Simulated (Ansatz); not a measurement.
## Pressure against volume: ScSi2

```yaml
crystal:
  lattice:
    - [3.66000, 0.00000, 0.00000]
    - [-1.83000, 3.16965, 0.00000]
    - [0.00000, 0.00000, 3.87000]
  atoms:
    - { symbol: Sc, position: [0.00000, 0.00000, 0.00000] }
    - { symbol: Si, position: [0.33333, 0.66667, 0.50000] }
    - { symbol: Si, position: [0.66667, 0.33333, 0.50000] }
```

The geometry is COD entry 1538810, unchecked; take it as a test cell.

Spin polarisation is left out, and whether a magnetic state lies lower isn't shown here.

All numbers are computed: DFT, PBEsol, all-electron LAPW, scalar-relativistic (Ansatz 0.2.0); DFT, PBEsol, PAW with Ansatz's default frozen-core files, scalar-relativistic (Ansatz 0.2.0).

For LAPW: a Γ-centred 13×13×11 k mesh, Fermi–Dirac smearing of 0.05 eV, basis error target 1 meV/atom, no spin polarisation. PAW takes a cutoff of 420 eV at this cell (files made with PBE, cores remade for this functional). The Ansatz runs share mesh, smearing and spin set-up. Plane-wave (PAW) pressures include the program's estimate of the Pulay term.

The cell above is scaled evenly, with fractional coordinates and shape held.

| V/V(cell) | V (Å³/atom) | P, LAPW (GPa) | P, PAW (GPa) | free energy over the lowest listed, PAW (meV/atom) |
| --- | --- | --- | --- | --- |
| 0.9400 | 14.067 | 34.68 | 34.85 | 250.0 |
| 0.9600 | 14.367 | 29.93 | 30.08 | 189.4 |
| 0.9800 | 14.666 | 25.61 | 25.74 | 137.3 |
| 0.9900 | 14.816 | 23.59 | 23.72 | 114.2 |
| 1.0000 | 14.965 | 21.66 | 21.79 | 93.0 |
| 1.0100 | 15.115 | 19.82 | 19.94 | 73.5 |
| 1.0200 | 15.264 | 18.06 | 18.17 | 55.7 |
| 1.0400 | 15.564 | 14.77 | 14.86 | 24.9 |
| 1.0600 | 15.863 | 11.76 | 11.84 | 0.0 |
